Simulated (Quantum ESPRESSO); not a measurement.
**Kohn-Sham bands of RbH (rock salt)**

```xyz
2
Lattice="0.0000 3.0041 3.0041 3.0041 0.0000 3.0041 3.0041 3.0041 0.0000" Properties=species:S:1:pos:R:3 pbc="T T T"
Rb     3.0041     3.0041     3.0041
H      0.0000     0.0000     0.0000
```

Structure: Materials Project mp-24721, symmetrised, not relaxed again. COD (Crystallography Open Database) has an entry of this formula and space group (matched by these alone). Method: PBEsol plane waves in Quantum ESPRESSO 7.5 (PseudoDojo norm-conserving files, 58 Ry, no spin polarisation, no spin-orbit coupling), Bloch states on a 10×10×10 mesh through Γ, Wannier90 4.0.1. Density: 10×10×10 mesh, cold smearing 0.01 Ry.

Problem. List the Kohn-Sham levels between −8 and 5.7 eV relative to the valence-band maximum at the high-symmetry points, as a band run of pw.x on that density gives them (levels within 2 meV counted together).

Solution. 
| point | k (reciprocal lattice) | levels (eV) |
|---|---|---|
| Γ | 0.000 0.000 0.000 | -1.95 |
| X | 0.500 0.000 0.500 | -0.77, 4.40, 5.27 |
| U | 0.625 0.250 0.625 | -0.46, 4.26, 5.02 |
| K | 0.375 0.375 0.750 | -0.46, 4.26, 5.02 |
| L | 0.500 0.500 0.500 | 0.00, 2.72 |
| W | 0.500 0.250 0.750 | -0.42, 4.78 (×2) |
